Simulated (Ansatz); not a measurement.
## Cr (hcp): energy against volume

These are results of Ansatz 0.2.0, DFT, LDA (PW92), plane waves (420 eV) with PAW, scalar-relativistic, not measurements. The PAW files were generated under PBE, with cores re-solved for the functional.

The cell is scaled uniformly from the relaxed one, with fractional coordinates and shape fixed. Energies are extrapolated to zero smearing, pressures are those at the given smearing. Magnetic state: non-magnetic.

A Birch-Murnaghan fit gives V₀ = 11.16 Å³/atom, B₀ = 275 GPa, B₀′ = 4.1.

(1) What are the energy above the minimum and the pressure at 10.264 Å³/atom?

(2) What are the energy above the minimum and the pressure at 10.710 Å³/atom?

(3) What are the energy above the minimum and the pressure at 12.049 Å³/atom?

Results:

(1) 70.6 meV/atom and 27.26 GPa as computed.

(2) 16.4 meV/atom and 12.30 GPa as computed.

(3) 53.7 meV/atom and -17.99 GPa as computed.
